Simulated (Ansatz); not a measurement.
Problem. Ti (hcp (Mg type), P6_3/mmc) is relaxed with r²SCAN (plane waves, PAW; program Ansatz). What lattice parameters of the conventional cell result?

Solution. a = 2.935 Å, c = 4.641 Å.

Symmetry was held in the r²SCAN relaxation. No spin polarisation was allowed. Axis ratios of metals converge slowly with the k-mesh, so a and c are less sure than the volume.

Potentials: the later of the program's two PAW sets.
